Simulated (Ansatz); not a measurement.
An Ansatz (an electronic-structure program) run. Input:

Ansatz 0.2 input:
```yaml
crystal:
  lattice:
    - [4.967190853, 0.0, 0.0]
    - [0.0, 4.967190853, 0.0]
    - [0.0, 0.0, 4.2170453615]
  atoms:
    - { symbol: Zn, position: [0.5, 0.0, 0.0767292532] }
    - { symbol: Zn, position: [0.0, 0.5, 0.9232707468] }
    - { symbol: Se, position: [0.0, 0.0, 0.0] }
    - { symbol: Se, position: [0.5, 0.5, 0.0] }
kpoints:
  mp_grid: { grid: [8, 8, 10] }
hamiltonian:
  xc: r2scan
  dispersion: d4
  pseudopotentials: { kind: paw }
scf:
  occupations: { method: gaussian, width: 0.05 }
checkpoint: { read: metal.run }
output: { write_density: true, elf: true, volumetric_format: npy }
basis: { fft_grid_basis: typed }
```

Output (shortened):

```
Pseudopotential: Zn, paw, valence charge 12
Pseudopotential: Se, paw, valence charge 16
Functional definition: r2SCAN
Crystal: 4 atoms, lattice volume = 104.047 Å³
Basis set: ecut = 500 eV, 2635 PW (Γ), exchange–correlation on 160×160×128 points (64 copies of the dense FFT grid, shifted against one another)
Bands: 34, of which v1, the nominal top of the filled ones, is band 28 counted from 1 (27 counted from 0)
Symmetry: 16 space group operations
Space group: P4/nmm (ITA 129), of the structure as read, at distance tolerance 4.7e-5 Å
k-points: 90 of 640
Stability of the state it starts from, as read at its close in the unpolarized treatment …
iter 1 solved again at ethr=5.52e-8 eV; its pass at ethr=3.10e-3 eV (dr2=3.09e-5 eV) is discarded
SCF iter   1: F=—  HF=-17608.888653 eV  |F-HF|=—  |Δ(HF+E_count)|=         —  Δρ=2.89e-7  dr2=6.29e-11  dr2_τ=2.44e-12  ethr=5.52e-8  ⟨swp⟩=3.0  Hψ=20280  notcnv=0
preconditioner: auto → LDOS
SCF iter   2: F=-17608.888653 eV  HF=-17608.888653 eV  |F-HF|=3.27e-10  |Δ(HF+E_count)|=   1.77e-8  Δρ=6.04e-7  dr2=1.98e-10  dr2_τ=5.21e-12  ethr=1.00e-12  ⟨swp⟩=5.7  Hψ=12355  notcnv=0
SCF 1 converged in 2 iterations: F = -17608.888653 eV  dr2 = 1.98e-10
SCF converged after 2 iterations
Free energy (F): -17608.888653 eV
Harris-Foulkes:  -17608.888653 eV  (|F-HF|=3.27e-10)
Internal energy: -17608.885590 eV  (E = F + TS)
E sigma→0 (E₀):  -17608.887122 eV
Entropy (-TS):   -0.003063 eV (-0.766 meV/atom)
Fermi energy:    5.615545 eV
--- Per-component energies (eV) ---
  E_band       = -880.059452
  E_kinetic    = 498.078645
  E_local      = -9699.233373  (includes V_loc(G=0)·N_el)
  E_nonlocal   = 46.586413
  E_hartree    = 4492.003892
  E_xc         = -442.783604
  E_vxc        = -316.325409  (∫ρ·V_xc dr)
  E_paw        = -7551.483830  (= ΣΔE_a)
  E_vpaw       = -409.367957  (= ΣTr[D̂ρ^β])
  E_aug_tail   = -0.000524  (compensation charges beyond the density's cutoff)
  E_vtau       = 16.193561  (kinetic-family band-sum trace: ∫τ·v_τ [+ j·A + Jᵃ·Aᵃ] dr)
  E_ewald      = -4947.754899
  E_disp       = -0.403532  (pairwise vdW)
  E_core_change = -3.894778  (= ΣΔE_core)
  E_smearing   = -0.003063  (= −TS)
  E_closure    =  0.000000  (closes the sum)
  Σ components = -17608.888653   (vs F -17608.888653, Δ=0.00e0)
  [band-id]    e_kinetic+e_local+e_nonlocal+2·e_hartree+e_vxc+e_vpaw+e_augmentation_tail+e_vtau = -880.060861   (vs E_band -880.059452, Δ=-1.41e-3)
--- Band table (eV; the first three rows and the last of 90) ---
  k-point 0: bands = ["-42.4663", "-42.4652", "-42.4573", "-42.4540", "-42.3571", "-42.3571", "-42.3566", "-42.3566", "-42.3283", "-42.3270", "-8.6369", "-7.1116", "-1.7569", "-1.7243", "-1.7082", "-1.6873", "-1.6873", "-1.6771", "-1.6771", "-1.6208", …
  k-point 1: bands = ["-42.4663", "-42.4652", "-42.4573", "-42.4540", "-42.3571", "-42.3571", "-42.3566", "-42.3566", "-42.3283", "-42.3270", "-8.6240", "-7.1028", "-1.7564", "-1.7215", "-1.7086", "-1.6885", "-1.6885", "-1.6793", "-1.6793", "-1.6138", …
  k-point 2: bands = ["-42.4663", "-42.4652", "-42.4573", "-42.4540", "-42.3571", "-42.3571", "-42.3566", "-42.3566", "-42.3282", "-42.3270", "-8.5898", "-7.0797", "-1.7552", "-1.7140", "-1.7098", "-1.6916", "-1.6916", "-1.6851", "-1.6851", "-1.5947", …
  k-point 89: bands = ["-42.4656", "-42.4656", "-42.4556", "-42.4556", "-42.3571", "-42.3571", "-42.3566", "-42.3566", "-42.3275", "-42.3275", "-7.4492", "-7.4492", "-2.2865", "-2.2865", "-2.0343", "-2.0343", "-1.7700", "-1.7700", "-1.6014", "-1.6014", …
```

Cost: very roughly 40 core-seconds on shared cores.

A made-up cell: these elements were put on the sites of a structure type; the Crystallography Open Database copy checked does not list it. It is not the phase usual at ambient conditions (space group No. 216). The r²SCAN+D4 relaxation kept the symmetry of its start; its stability against distortions is not shown here. Scalar-relativistic: spin–orbit coupling is off unless named, which matters more the heavier the elements.

Potentials: the later of the program's two PAW sets.

Ansatz is a plane-wave DFT program.
